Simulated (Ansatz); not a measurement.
# WSe$_{2}$: axial (c/a) deformation path

Level of theory: DFT PBEsol+D3(BJ), scalar-relativistic, plane waves, PAW in Ansatz. The runs took a 420 eV cutoff, a Γ-centred 12×12×2 mesh and Gaussian smearing (0.05 eV). Spin–orbit coupling is left out, which matters for the heavy elements here. No spin polarisation. Energies are free energies at this smearing, counted from the undisturbed cell; pressure is positive in compression.

The undisturbed cell (as given, not relaxed at this level; it stands at -1.7 GPa; this form isn't the usual structure):

```xyz
3
Lattice="3.3179 0.0000 0.0000 -1.6590 2.8734 0.0000 0.0000 0.0000 16.6581" Properties=species:S:1:pos:R:3 pbc="T T T"
W    -1.6590    2.8734    0.0000
Se    0.0000    1.9156    1.6623
Se    0.0000    1.9156   14.9959
```

At fixed volume and fractional coordinates, lengths along (0.000, 0.000, 1.000) are scaled against those across it; ρ is that ratio over its starting value.

| ρ | ΔE (meV/atom) | pressure (GPa) | gap on the mesh (eV) |
| --- | --- | --- | --- |
| 0.800 | 356.5 | -0.5 | 0.00 |
| 0.850 | 209.2 | -0.8 | 0.00 |
| 0.920 | 70.5 | -1.3 | 0.81 |
| 0.960 | 24.5 | -1.5 | 1.29 |
| 1.000 | 0.0 | -1.7 | 1.52 |
| 1.050 | -3.1 | -2.0 | 1.53 |
| 1.100 | 21.9 | -2.2 | 1.33 |
| 1.200 | 146.7 | -2.3 | 0.97 |
| 1.300 | 356.8 | -2.2 | 0.00 |

Where the gap reads zero the k-mesh, chosen for the insulator, is on the coarse side.